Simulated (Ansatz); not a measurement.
A scan (energy over volume and axial ratio; atoms clamped) gave these values. Level of theory: PBEsol (plane waves to 420 eV, PAW, scalar-relativistic; Ansatz, a quantum-chemistry and plane-wave program).

* **Shear modulus C′ = (C11 − C12)/2 (fit, atoms clamped)**: 17 GPa

### Question
Of these crystals, all scanned alike, which one is it?
(A) InAs (zinc blende)
(B) YN (rock salt)
(C) MgSe (rock salt)
(D) TaN (rock salt)

### Answer
A, InAs (zinc blende). The others have, for the shear modulus C′ = (C11 − C12)/2: TaN 318 GPa, MgSe 46 GPa, YN 132 GPa

All were relaxed with their symmetry unable to fall. At this level the bands of InAs touch or barely overlap; measurements give the solid a gap. Spin-orbit coupling is left out. TaN is run without spin polarisation. This is a high-temperature form of TaN. YN is run without spin polarisation. With partly filled bands, the response to shear is sensitive to the k mesh, so small differences along c/a are uncertain.

(Under strain, the slope of the energy per volume gives the stress and its curvature an elastic modulus.)
